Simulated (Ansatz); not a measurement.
A geometry of AlRu away from equilibrium: the start of the relaxation of a generated cell, AlRu placed in the B19 structure type. These are PBEsol (plane waves to 420 eV, PAW, scalar-relativistic; Ansatz, an electronic-structure program) values and carry that method's errors. Γ-centred k-mesh 8×12×8 on the run's cell (coarser than for final values), Fermi–Dirac smearing 0.05 eV.

```xyz
4
Lattice="4.1462 0.0000 0.0000 0.0000 2.7447 0.0000 0.0000 0.0000 4.2332" Properties=species:S:1:pos:R:3:forces:R:3 pbc="T T T" free_energy=-12683.645 pressure_GPa=29.0
Al     3.1097     1.3723     1.3229    0.0000    0.0000   -0.3359
Al     1.0366     1.3723     2.9103    0.0000    0.0000    0.3359
Ru     3.1097     0.0000     3.4395    0.0000    0.0000   -1.7677
Ru     1.0366     0.0000     0.7937    0.0000    0.0000    1.7677
```

Positions in Å, forces in eV/Å, free energy of the cell in eV (comparable only within this code, potentials and settings). Largest force: 1.77 eV/Å, on Ru3, Ru4 (atoms numbered as listed); the geometry lies 0.25 eV/atom above the end of its relaxation.

No spin polarisation in the result.

The run could not lose the symmetry of its start; a randomly shaken copy of 4 atoms returns to this structure.
